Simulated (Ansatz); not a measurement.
# TaRu: from a starting cell to a relaxed one

The start is a generated cell, TaRu placed in the AFLOW prototype AB_cF8_225_a_b (B1, as in NaCl). A full variable-cell relaxation at zero pressure is run with PBEsol (plane waves to 420 eV, PAW, scalar-relativistic; Ansatz, a quantum-chemistry and plane-wave program). The first steps use a coarse 11×11×11 k-mesh.

Initial structure:
```
TaRu
1.0
    0.00000     2.51530     2.51530
    2.51530     0.00000     2.51530
    2.51530     2.51530     0.00000
Ru Ta
1 1
Direct
  0.00000   0.00000   0.00000
  0.50000   0.50000   0.50000
```

Problem. How much energy is released per atom?

Solution. 0.06 eV/atom.

Problem. How does the volume per atom move from start to end?

Solution. +7.2 %, from 15.91 to 17.05 Å³/atom.

Problem. How do the shortest distances between atoms change?

Solution. The closest pairs of elements (up to four, under 3.6 Å), start → end: Ru–Ta 2.52 → 2.57 Å; Ru–Ru 3.56 → 3.64 Å; Ta–Ta 3.56 → 3.64 Å.

Problem. What band gap does the relaxed structure have at this level?

Solution. No gap (metallic).

Problem. Write out the relaxed structure.

Solution. 
Space group Fm-3m (No. 225); a = b = c = 5.148 Å, α = β = γ = 90.00°

```csv
atom,site,symmetry,x,y,z
Ru,4a,m-3m,0.0000,0.0000,0.0000
Ta,4b,m-3m,0.5000,0.5000,0.5000
```
(The calculation used a cell of 2 atoms; values per cell refer to that cell.)

The space group stays Fm-3m (No. 225) (the run could not lower it); the end is rock salt type, with 2 atoms in the primitive cell. Final values are on a 16×16×16 k-mesh of the relaxed cell. No spin polarisation in the result.

The run could not lose the symmetry of its start: the end is stationary, and may be a saddle point rather than a minimum.

All atoms sit on sites fixed by symmetry, so only the cell could relax.

The relaxed structure here is a generated cell of TaRu: the first start was made by placing the elements on the sites of a structure type, and the end was not matched to a known phase here, so it may be hypothetical.
